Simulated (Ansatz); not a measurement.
Relaxation of a generated trial cell of SnO2 in the pyrite structure type; 12 atoms in the cell, which starts as Pa-3 (No. 205), cP12; a = b = c = 4.869 Å, α = β = γ = 90.00°. These are r2SCAN (plane waves to 500 eV, PAW, scalar-relativistic; Ansatz, a program for electronic structure) values and carry that method's errors. Γ-centred k-mesh 4×4×4 on the run's cell (coarser than for final values), Fermi–Dirac smearing 0.05 eV. This is the first round of the run. 

The optimiser's lines from the output (shortened; P is positive under compression):

```
relax step   1: F+E_penalty+E_count = -28696.39294818 eV  Δ(F+E_penalty+E_count) = +0.000e0 eV  max|allowed force component| = 3.404e0 eV/Å  Δτ_max = 0.0000 Å  P = +43.875 GPa  Ω = 115.437 Å³  (8 SCF iters, dr2 threshold 1.00e-7 eV, accepted)
relax step   2: F+E_penalty+E_count = -28703.09897156 eV  Δ(F+E_penalty+E_count) = -6.706e0 eV  max|allowed force component| = 7.360e-1 eV/Å  Δτ_max = 0.1950 Å  P = +0.743 GPa  Ω = 131.143 Å³  (7 SCF iters, dr2 threshold 1.20e-6 eV, accepted)
relax step   3: F+E_penalty+E_count = -28703.54922756 eV  Δ(F+E_penalty+E_count) = -4.503e-1 eV  max|allowed force component| = 4.504e-1 eV/Å  Δτ_max = 0.0531 Å  P = -0.401 GPa  Ω = 132.008 Å³  (6 SCF iters, dr2 threshold 1.20e-6 eV, accepted)
relax step   4: F+E_penalty+E_count = -28703.93267596 eV  Δ(F+E_penalty+E_count) = -3.834e-1 eV  max|allowed force component| = 3.603e-2 eV/Å  Δτ_max = 0.1196 Å  P = +0.038 GPa  Ω = 132.531 Å³  (7 SCF iters, dr2 threshold 1.20e-6 eV, accepted)
relax step   5: F+E_penalty+E_count = -28703.93579290 eV  Δ(F+E_penalty+E_count) = -3.117e-3 eV  max|allowed force component| = 1.218e-3 eV/Å  Δτ_max = 0.0153 Å  P = -0.536 GPa  Ω = 132.960 Å³  (7 SCF iters, dr2 threshold 8.12e-8 eV, accepted)
relax step   6: F+E_penalty+E_count = -28703.93653733 eV  Δ(F+E_penalty+E_count) = -7.444e-4 eV  max|allowed force component| = 2.085e-4 eV/Å  Δτ_max = 0.0002 Å  P = +0.122 GPa  Ω = 132.581 Å³  (5 SCF iters, dr2 threshold 7.18e-7 eV, accepted)
relax step   7: F+E_penalty+E_count = -28703.93651669 eV  Δ(F+E_penalty+E_count) = +2.063e-5 eV  max|allowed force component| = 6.501e-6 eV/Å  Δτ_max = 0.0001 Å  P = -0.000 GPa  Ω = 132.651 Å³  (5 SCF iters, dr2 threshold 3.69e-8 eV, accepted)
relax step   8: F+E_penalty+E_count = -28703.94462745 eV  Δ(F+E_penalty+E_count) = -8.111e-3 eV  max|allowed force component| = 3.596e-6 eV/Å  Δτ_max = 0.0000 Å  P = -0.062 GPa  Ω = 132.651 Å³  stress off target by 6.22e-2 GPa  SCF on the basis re-selected at this cell (its energy is not comparable with the rows above)  (7 SCF iters)
relax step   9: F+E_penalty+E_count = -28703.94465482 eV  Δ(F+E_penalty+E_count) = -2.736e-5 eV  max|allowed force component| = 1.014e-5 eV/Å  Δτ_max = 0.0001 Å  P = -0.000 GPa  Ω = 132.615 Å³  (5 SCF iters, dr2 threshold 9.69e-9 eV, accepted)
relax step  10: F+E_penalty+E_count = -28703.94465482 eV  Δ(F+E_penalty+E_count) = +1.091e-10 eV  max|allowed force component| = 1.043e-5 eV/Å  Δτ_max = 0.0000 Å  P = -0.000 GPa  Ω = 132.615 Å³  stress off target by 3.60e-5 GPa  SCF on the basis re-selected at this cell (its energy is not comparable with the rows above)  (4 SCF iters)
```

From the first to the last row the energy changes by -0.63 eV/atom and the volume by +14.9 %. The last row is marked as not comparable with the walk above it, whose basis was carried along; it does compare with step 1, since both stand on a basis selected at the nominal cutoff for their own cell.

Later rounds, restarted from the end of this one on a renewed k-mesh, logged 2 more steps and released under 1 meV/atom more. The final structure after all rounds: Pa-3 (No. 205), cP12; a = b = c = 5.0995 Å, α = β = γ = 90.00°. Between re-selections the logged energies stand on a plane-wave basis carried along with the cell. No spin polarisation in the result.

The run could not lose the symmetry of its start.

The first start was generated by placing the elements on the sites of a structure type. Materials Project lists a structure of SnO2 in the same space group, Pa-3 (No. 205); the sites were not compared with it, nor with measured phases. Known forms of SnO2 include space group No. 136.
